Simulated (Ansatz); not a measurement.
A distorted cell of CaO (rock salt):

```
CaO
1.0
    0.00000     4.79479     4.79479
    2.39740     2.39740     4.79479
    2.39740     2.39740     0.00000
O Ca
2 2
Cartesian
  0.00000   0.00000   0.09000
  2.39740   4.79479   2.30740
  2.39740   2.39740   2.41502
  2.39740   4.79479   4.77717
```

These are r2SCAN (plane waves to 500 eV, PAW, scalar-relativistic; Ansatz, a first-principles code) values and carry that method's errors. k mesh 12×12×12 (Γ-centred), Fermi-Dirac smearing 0.05 eV. Stress and pressure are positive under compression. CaO was relaxed with its symmetry unable to fall.

Task: Predict the force on every atom, in eV/Å.

Result: 
```
atom     Fx     Fy      Fz
----  -----  -----  ------
O1    0.000  0.000  -0.844
O2    0.000  0.000   0.844
Ca3   0.000  0.000  -0.406
Ca4   0.000  0.000   0.406
```

(A displaced cell: forces are minus the slopes of the energy, force constants its curvatures, and phonons follow from these.)
